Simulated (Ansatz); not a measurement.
BP in space group P6_3/mmc (No. 194; B on 2c, P on 2d) under volume change, PBE+D3(BJ) (plane waves, PAW; program Ansatz), shape and atoms relaxed at each volume.

```tsv
V (Å³/atom)	E − E(relaxed) (meV/atom)	P (GPa)
15.318	8.1	1.78
15.823	3.4	1.19
16.328	0.8	0.56
16.833	0.0	-0.01
17.338	0.7	-0.44
17.843	2.6	-0.75
18.348	5.3	-0.97
```

### Question
What does a third-order Birch–Murnaghan fit give for V₀, B₀ and B′?

### Answer
V₀ = 16.86 Å³/atom, B₀ = 14.9 GPa, B′ = 5.0.

A made-up cell: these elements were put on the sites of a structure type; neither database checked (COD, Materials Project) lists it. It is not the phase usual at ambient conditions (space group No. 216). The PBE+D3(BJ) relaxation kept the symmetry of its start; phonons on a q-mesh show weakly imaginary modes.

Potentials: the later of the program's two PAW sets.
